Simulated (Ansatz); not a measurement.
Cs$_{2}$ScAgCl$_{6}$:
```
Cs2ScAgCl6
1.0
    0.00000     5.23430     5.23430
    5.23430     0.00000     5.23430
    5.23430     5.23430     0.00000
Cs Sc Ag Cl
2 1 1 6
Direct
  0.75000   0.75000   0.75000
  0.25000   0.25000   0.25000
  0.00000   0.00000   0.00000
  0.50000   0.50000   0.50000
  0.76145   0.23855   0.23855
  0.23855   0.76145   0.76145
  0.23855   0.76145   0.23855
  0.76145   0.23855   0.76145
  0.23855   0.23855   0.76145
  0.76145   0.76145   0.23855
```

The program Ansatz at the r²SCAN level (PAW) gives a gap of 3.65 eV without spin–orbit coupling, maximum at L, minimum at X.

Task: What happens when spin–orbit coupling is switched on?

Result: The gap falls by 0.03 eV, to 3.62 eV; maximum at L, minimum at X.

Space group Fm-3m. The first step of the workflow began from a Materials Project structure, measured or hypothetical; the Crystallography Open Database copy checked does not list it. Whether it is the stable phase at ambient conditions was not checked. The cell was relaxed with r²SCAN under the symmetry of its start; its stability against distortions is not shown here. The run is not spin-polarised.

Potentials: the later of the program's two PAW sets.
